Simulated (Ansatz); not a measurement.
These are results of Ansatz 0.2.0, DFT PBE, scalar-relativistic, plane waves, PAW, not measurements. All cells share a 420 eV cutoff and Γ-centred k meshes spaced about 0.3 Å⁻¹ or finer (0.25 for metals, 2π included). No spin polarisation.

All energies are static (0 K, no zero-point motion).

Two relaxed structures of La2SnO4:

A.

```yaml
crystal:
  lattice:
    - [1.94300, 1.12179, 9.07307]
    - [-1.94300, 1.12179, 9.07307]
    - [0.00000, -2.24358, 9.07307]
  atoms:
    - { symbol: La, position: [0.22509, 0.22509, 0.22509] }
    - { symbol: La, position: [0.77491, 0.77491, 0.77491] }
    - { symbol: Sn, position: [0.00000, 0.00000, 0.00000] }
    - { symbol: O, position: [0.13385, 0.13385, 0.13385] }
    - { symbol: O, position: [0.86615, 0.86615, 0.86615] }
    - { symbol: O, position: [0.38628, 0.38628, 0.38628] }
    - { symbol: O, position: [0.61372, 0.61372, 0.61372] }
```

B.

```yaml
crystal:
  lattice:
    - [-2.04609, 2.04609, 7.28906]
    - [2.04609, -2.04609, 7.28906]
    - [2.04609, 2.04609, -7.28906]
  atoms:
    - { symbol: La, position: [0.36492, 0.36492, 0.00000] }
    - { symbol: La, position: [0.69182, 0.69182, 0.00000] }
    - { symbol: Sn, position: [0.03000, 0.03000, 0.00000] }
    - { symbol: O, position: [0.97112, 0.47112, 0.50000] }
    - { symbol: O, position: [0.47112, 0.97112, 0.50000] }
    - { symbol: O, position: [0.26551, 0.76551, 0.50000] }
    - { symbol: O, position: [0.76551, 0.26551, 0.50000] }
```

Problem. Which would you expect to be lower, and how large is the difference?

Solution. B is lower, by 90 meV/atom. A has space group R-3m (No. 166), 17.0 Å³/atom and a gap of 1.39 eV on its mesh; B has space group I4mm (No. 107), 17.4 Å³/atom and a gap of 1.78 eV. Counting O atoms around La and Sn (those within 1.25 times the shortest such distance or 1.15 times the sum of covalent radii, 1.27 where that leaves under three; the shortest distance is added where it exceeds 1.18 times the sum of covalent radii; a slash parts the counts of unlike sites), A has La 7, Sn 6 from 2.7 Å and B has La 4/8, Sn 4. Both come from trial cells of a structure search.

Kohn–Sham gaps at this level usually fall short of measured ones. With atoms moved at random, A (by 79 meV/atom) fell into a lower structure and B came back.
